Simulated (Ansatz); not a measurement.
KB3H8: XPS core lines

Cell: a structure deposited in the COD whose atoms were relaxed with PBE, the cell held; a hole's nearest image is 5.5 Å away.

Space group Cmcm (No. 63); a = 7.4256, b = 8.0809, c = 8.1959 Å.

```
site  Wyckoff  site symmetry       x       y       z
  K1       4c            m2m  0.5000  0.8345  0.7500
  B3       8f            m..  0.5000  0.2194  0.6404
  B7       4c            m2m  0.5000  0.4088  0.7500
  H9      16h              1  0.3618  0.1589  0.5890
 H17       8f            m..  0.5000  0.3626  0.5770
 H21       8g            ..m  0.8630  0.9901  0.7500
```

One atom of each set is listed; the run and its k-mesh use a cell of 24 atoms with edges of 5.49, 5.49, 8.20 Å.

Method: Kohn–Sham DFT in Ansatz, PBE, plane waves and PAW, scalar-relativistic, 420 eV cutoff, Γ-centred 5×5×3 k-points, fixed occupations.

Each value is a total-energy difference between the cell with one core hole and the ground state (ΔSCF), the electron removed. The cell with the hole is spin-polarised, as the shell with the hole is left with one unpaired spin. These are bare differences without image correction or alignment, so only shifts between sites of one element carry meaning.

Ground-state potentials at the B nuclei, against atom 3:

```
atom                                                      first shell  ΔV (V)
   7                                4 H at 1.21–1.47 Å, 2 B at 1.77 Å    1.12
   3  3 H at 1.21–1.27 Å, 2 B at 1.77–1.80 Å; also 2 K at 3.23–3.24 Å    0.00
```

(1) The potential gives the initial-state shift. What are the full B 1s shifts against atom 3, with the screening of the hole?

Shifts between sites are good to a few tenths of an eV; absolute PBE values can be off by an eV or more. Multiplets, satellites and widths aren't calculated.

Hardware: 1 thread of Arm Neoverse V2 (aarch64; 8 cores open to the job, memory cap 2.5 GiB, no GPU), a shared host with a load of 0.2 a core. Wall time 3.4 min, CPU time 3.4 min, peak memory 0.83 GiB.

Results:

(1) atom 7: 1.26 eV (final-state part 0.14 eV).
